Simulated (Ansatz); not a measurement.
# Zn, dhcp: geometry optimisation

Computed with DFT, revPBE, plane waves (420 eV) with PAW, scalar-relativistic in Ansatz 0.2.0. (PAW data from PBE, frozen cores regenerated.)

k-point mesh 13×13×4, Fermi-Dirac smearing 0.1 eV, no spin polarisation. Cell and atoms relax.

Starting structure:

```yaml
crystal:
  lattice:
    - [2.7811174557, 0.0, 0.0]
    - [-1.3905587278, 2.4085183675, 0.0]
    - [0.0, 0.0, 9.0831296103]
  atoms:
    - { symbol: Zn, position: [0.0, 0.0, 0.0] }
    - { symbol: Zn, position: [0.0, 0.0, 0.5] }
    - { symbol: Zn, position: [0.3333333333, 0.6666666667, 0.25] }
    - { symbol: Zn, position: [0.6666666667, 0.3333333333, 0.75] }
hamiltonian:
  xc: revpbe
  pseudopotentials:
    kind: paw
    azcp:
      Zn: "pseudopotentials/Zn.paw.azcp"
basis:
  ecutwfc: 420
  fft_grid_basis: typed
kpoints:
  mp_grid: { grid: [13, 13, 4], shift: [0, 0, 0] }
magnetization:
  spin_polarized: false
scf:
  occupations: { method: fermi_dirac, width: 0.1 }
relax:
  max_steps: 60
  f_tol: 0.01
  cell: {}
```

Q: What cell does the relaxation end in?

A: P6_3/mmc with a = 2.686 Å, c = 10.058 Å (c/a = 3.745); 15.71 Å³ per atom against 15.21 at the start (3.3 %).

Q: How much energy does the relaxation gain?

A: 23.4 meV per atom.

Path of the relaxation (the plane waves are chosen anew near the end, which can shift the energy a little):

```
step  E − E(final) (meV/atom)  V (Å³/atom)  P (GPa)  max force (eV/Å)
   0                    23.37       15.211     1.72             0.000
   1                    20.83       15.503     0.44             0.000
   2                    17.35       15.819    -0.88             0.000
   3                     8.17       16.121    -1.92             0.000
   4                     4.49       16.031    -1.03             0.000
   5                     1.22       15.716    -0.13             0.000
   6                     1.16       15.678     0.00             0.000
   7                     0.06       15.678     0.08             0.000
   8                     0.02       15.707     0.03             0.000
   9                     0.00       15.707     0.03             0.000
```
